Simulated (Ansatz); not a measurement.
SiC:
```
SiC
1.0
    2.61947     0.00000     0.00000
    0.00000     2.61947     0.00000
    0.00000     0.00000     2.61947
Si C
1 1
Cartesian
  0.00000   0.00000   0.00000
  1.30974   1.30974   1.30974
```

Relaxed with PBEsol. Special points in fractions of this cell's reciprocal vectors: Γ (0.000, 0.000, 0.000); X (0.000, 0.500, 0.000); M (0.500, 0.500, 0.000); R (0.500, 0.500, 0.500).

Problem. List the band energies nearest the Fermi level at these points for plane-wave PAW PBEsol (Ansatz code).

Solution. In eV from the Fermi level; about four levels below and three above (degenerate sets whole), none deeper than 8.9 eV; … stands for higher levels left out; points with the same levels are listed once.

```tsv
k	below	above
Γ	-1.16 -1.16 -1.16	1.84 4.85 4.85
X	–	0.88 0.88 5.26
M	-8.17 -8.17 -5.52	2.46 8.93 8.93
R	-4.57 -4.57 -4.57 -1.63 -1.63 -1.63	…
```

Space group Pm-3m (CsCl type). The cell is a constructed one: a structure type filled with these elements; neither database checked (COD, Materials Project) lists it. It is not the phase usual at ambient conditions (space group No. 186, 216). The PBEsol relaxation kept the symmetry of its start. At this level the phase is dynamically unstable (imaginary phonons).

Potentials: the earlier of the program's two PAW sets. The files were generated under PBE; for other functionals the program regenerates the frozen cores, and for LDA and PBEsol the local potential too.
